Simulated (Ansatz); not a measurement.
## Profile along the Te–Be line in BeTe (zinc blende)

BeTe (zinc blende)

```cif
data_Be4Te4
_chemical_formula_sum 'Te4 Be4'
_space_group_name_H-M_alt 'F-43m'
_space_group_IT_number 216
_space_group_name_Hall 'F -4 2 3'
_cell_length_a 5.65693
_cell_length_b 5.65693
_cell_length_c 5.65693
_cell_angle_alpha 90.000
_cell_angle_beta 90.000
_cell_angle_gamma 90.000
loop_
_atom_site_label
_atom_site_type_symbol
_atom_site_symmetry_multiplicity
_atom_site_Wyckoff_symbol
_atom_site_fract_x
_atom_site_fract_y
_atom_site_fract_z
_atom_site_occupancy
Te1 Te 4 c 0.25000 0.25000 0.25000 1
Be1 Be 4 a 0.00000 0.00000 0.00000 1
```
(The calculation used a cell of 2 atoms; values per cell refer to that cell.)

Fields along a shortest Te–Be line of a {110} plane (2.45 Å), from Te to Be, interpolated on the slice's grid (step about 0.3 Å). All values below come from r2SCAN (plane waves to 500 eV, PAW, scalar-relativistic; Ansatz, an electronic-structure program). k mesh 10×10×10. These are valence fields of a PAW run, semicore shells included where kept as valence: close to a nucleus they are smooth pseudo fields. BeTe was relaxed with its symmetry unable to fall. Spin-orbit coupling is left out, though Te is heavy.

| distance from Te (Å) | valence electron density (e/Å³) | electron localisation function | density of the highest valence band (e/Å³) | density of the lowest conduction band (e/Å³) |
|---|---|---|---|---|
| 0.00 | 17.59 | x | 0.000 | 0.012 |
| 0.12 | 16.63 | x | 0.000 | 0.013 |
| 0.25 | 14.04 | x | 0.000 | 0.019 |
| 0.37 | 10.44 | x | 0.006 | 0.026 |
| 0.49 | 6.59 | x | 0.028 | 0.033 |
| 0.61 | 3.52 | 0.24 | 0.063 | 0.037 |
| 0.74 | 1.78 | 0.39 | 0.103 | 0.035 |
| 0.86 | 1.04 | 0.51 | 0.135 | 0.031 |
| 0.98 | 0.75 | 0.62 | 0.150 | 0.028 |
| 1.10 | 0.61 | 0.74 | 0.148 | 0.028 |
| 1.23 | 0.51 | 0.83 | 0.135 | 0.032 |
| 1.35 | 0.43 | 0.88 | 0.121 | 0.042 |
| 1.47 | 0.37 | 0.90 | 0.107 | 0.055 |
| 1.59 | 0.33 | 0.90 | 0.096 | 0.069 |
| 1.72 | 0.29 | 0.79 | 0.085 | 0.080 |
| 1.84 | 0.25 | 0.55 | 0.074 | 0.084 |
| 1.96 | 0.21 | x | 0.060 | 0.078 |
| 2.08 | 0.15 | x | 0.043 | 0.061 |
| 2.21 | 0.09 | x | 0.023 | 0.037 |
| 2.33 | 0.05 | x | 0.007 | 0.014 |
| 2.45 | 0.04 | x | 0.000 | 0.003 |

x: too close to a nucleus for the ELF to mean much. Band densities are of whole bands, smooth part only.

Density on the Te–Be line (2.45 Å) at its midpoint: 0.51 e/Å³. ELF at that point: 0.8. ELF maximum in the middle third of the Te–Be line: 0.90, 1.5 Å from Te.
